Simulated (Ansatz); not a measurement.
Zone-centre phonons of Al: input and output

Computed with Ansatz, DFT LDA, scalar-relativistic, plane waves, PAW.

Launched with:
```bash
ansatz run input.yaml --threads 1 --pin off --max-ram 3072MiB --backend cpu --events-out ev --progress --plain --runs-dir out
```

Input (bare energies are in eV):
```yaml
crystal:
  lattice:
    - [2.8166620376, 0.0, 0.0]
    - [-1.4083310188, 2.4393008784, 0.0]
    - [0.0, 0.0, 4.6444755909]
  atoms:
    - { symbol: Al, position: [0.6666666667, 0.3333333333, 0.75] }
    - { symbol: Al, position: [0.3333333333, 0.6666666667, 0.25] }
basis:
  ecutwfc: 420
kpoints:
  mp_grid: { grid: [18, 18, 10] }
hamiltonian:
  xc: lda
scf:
  occupations: { method: fermi_dirac, width: 0.15 }
output:
  eigenvalues: true
phonons:
  method: dfpt
  eigenvectors: true
```

The end of the output:
```
--- Phonons (Γ-DFPT): 2 representative perturbations + reference, on 546 of 3240 k-points (Σ response iterations 6) ---
  k mesh reduced under 4 symmetry operations, with k and −k counted as one. Each operation leaves every solved displacement unchanged or reverses it
  ASR residual: 2.142e-6 → 0.000e0 eV/Å²; symmetrization residual: 1.066e-14 eV/Å²
  ASR residual per site (eV/Å²): 2.14e-6 2.14e-6
  Γ frequencies (cm⁻¹): 0.00 0.00 0.00 144.48 144.48 311.53
  non-analytic LO–TO correction: not included (Born effective charges unavailable; polar crystals: no LO–TO splitting at Γ)
```

It took 12 s on 1 thread of Intel(R) Xeon(R) 6975P-C (Granite Rapids), on a shared host, peak memory 0.67 GiB.

In a metal, frequencies and elastic constants depend on the k mesh and the smearing, soft modes and shear constants most.

This form isn't the element's structure at ambient conditions.